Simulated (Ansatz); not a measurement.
Re3W in space group I4/mmm (No. 139; Re on 4d, Re on 2b, W on 2a) under volume change, r²SCAN (plane waves, PAW; program Ansatz), shape and atoms relaxed at each volume.

| V (Å³/atom) | E − E(relaxed) (meV/atom) | P (GPa) |
|---|---|---|
| 13.718 | 163.4 | 41.88 |
| 14.171 | 68.7 | 25.67 |
| 14.623 | 16.3 | 11.83 |
| 15.075 | 0.0 | 0.00 |
| 15.527 | 14.6 | -10.10 |
| 15.980 | 55.6 | -18.71 |
| 16.432 | 119.1 | -26.03 |

What does a third-order Birch–Murnaghan fit give for V₀, B₀ and B′?

V₀ = 15.08 Å³/atom, B₀ = 363 GPa, B′ = 4.3.

The first step of the workflow began from a Materials Project structure, measured or hypothetical; the Crystallography Open Database copy checked does not list it. Its standing as an ambient phase is unchecked. Symmetry was held in the r²SCAN relaxation; whether a distortion lowers the energy is not shown. No spin polarisation was allowed. Scalar-relativistic: spin–orbit coupling is off unless named, which matters more the heavier the elements.

Potentials: the later of the program's two PAW sets.
